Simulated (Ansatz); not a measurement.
InP:
```yaml
crystal:
  lattice:
    - [4.13870, 0.00000, 0.00000]
    - [-2.06935, 3.58422, 0.00000]
    - [0.00000, 0.00000, 9.35244]
  atoms:
    - { symbol: In, position: [0.00000, 0.50000, 0.33333] }
    - { symbol: In, position: [0.50000, 0.50000, 0.66667] }
    - { symbol: In, position: [0.50000, 0.00000, 0.00000] }
    - { symbol: P, position: [0.00000, 0.50000, 0.83333] }
    - { symbol: P, position: [0.50000, 0.50000, 0.16667] }
    - { symbol: P, position: [0.50000, 0.00000, 0.50000] }
```

Relaxed with r²SCAN. Independent-particle spectrum: no excitons, no local fields, no scissors shift; 0.1 eV broadening; ε₁ of the summed bands alone.

Tabulate the dielectric function from r²SCAN in the plane-wave PAW code Ansatz.



| E (eV) | ε₁ xx | ε₂ xx | ε₁ zz | ε₂ zz |
|---|---|---|---|---|
| 0.0 | 12.85 | 0.00 | 16.27 | 0.00 |
| 0.3 | 12.96 | 0.00 | 16.92 | 0.07 |
| 0.6 | 13.33 | 0.03 | 16.91 | 2.21 |
| 0.9 | 13.98 | 0.15 | 16.28 | 2.25 |
| 1.2 | 15.00 | 0.52 | 16.65 | 2.17 |
| 1.5 | 15.86 | 1.36 | 17.74 | 2.18 |
| 1.8 | 17.10 | 1.84 | 19.83 | 2.33 |
| 2.1 | 20.09 | 2.48 | 24.22 | 2.84 |
| 2.4 | 24.33 | 6.40 | 35.60 | 8.66 |
| 2.7 | 26.80 | 24.31 | 27.45 | 44.48 |
| 3.0 | 9.47 | 22.80 | -1.78 | 21.71 |
| 3.3 | 8.48 | 17.24 | 11.37 | 20.27 |
| 3.6 | 4.47 | 18.57 | -1.44 | 27.69 |
| 3.9 | 6.88 | 17.21 | -2.44 | 18.01 |
| 4.2 | 1.96 | 17.32 | -3.62 | 16.54 |
| 4.5 | -2.94 | 20.96 | -5.44 | 14.81 |
| 4.8 | -5.98 | 13.00 | -5.40 | 10.99 |
| 5.1 | -6.21 | 10.87 | -6.35 | 11.52 |
| 5.4 | -5.21 | 8.32 | -5.62 | 7.63 |
| 5.7 | -4.11 | 7.40 | -4.80 | 7.47 |
| 6.0 | -5.12 | 6.73 | -5.92 | 6.00 |
| 6.3 | -4.40 | 5.31 | -4.45 | 5.46 |
| 6.6 | -3.76 | 4.29 | -5.12 | 4.51 |
| 6.9 | -2.90 | 4.27 | -4.09 | 3.56 |
| 7.2 | -2.81 | 4.21 | -3.60 | 3.14 |
| 7.5 | -2.90 | 4.09 | -3.34 | 2.89 |
| 7.8 | -3.04 | 3.58 | -2.99 | 2.36 |
| 8.1 | -2.87 | 3.17 | -2.12 | 2.67 |
| 8.4 | -2.98 | 2.82 | -2.85 | 2.60 |
| 8.7 | -2.69 | 2.42 | -2.57 | 2.02 |
| 9.0 | -2.63 | 2.01 | -2.36 | 1.78 |
| 9.3 | -2.42 | 1.81 | -2.28 | 1.69 |
| 9.6 | -2.27 | 1.47 | -2.13 | 1.25 |
| 9.9 | -2.00 | 1.18 | -1.81 | 1.07 |
| 10.2 | -1.75 | 1.05 | -1.63 | 0.97 |
| 10.5 | -1.52 | 0.92 | -1.35 | 0.86 |
| 10.8 | -1.32 | 0.85 | -1.21 | 0.88 |
| 11.1 | -1.19 | 0.80 | -1.12 | 0.87 |
| 11.4 | -1.07 | 0.73 | -1.04 | 0.82 |
| 11.7 | -0.90 | 0.66 | -0.95 | 0.72 |
| 12.0 | -0.80 | 0.72 | -0.89 | 0.69 |

From ε at 1.0 eV (xx: 14.26 + 0.26i), find n, k, the normal reflectivity and the absorption coefficient.

n = 3.78, k = 0.034, R = 34 %, α = 2kE/ħc = 3400 cm⁻¹.

With all bands, ε∞ without local fields is 13.0 (xx = yy), 16.4 (zz).

Space group P6_422. The start of the workflow was typed in or built on a structure type; neither database checked (COD, Materials Project) lists it. It is not the phase usual at ambient conditions (space group No. 216). The r²SCAN relaxation kept the symmetry of its start; whether a distortion lowers the energy is not shown. Scalar-relativistic: spin–orbit coupling is off unless named, which matters more the heavier the elements.

Potentials: the earlier of the program's two PAW sets.
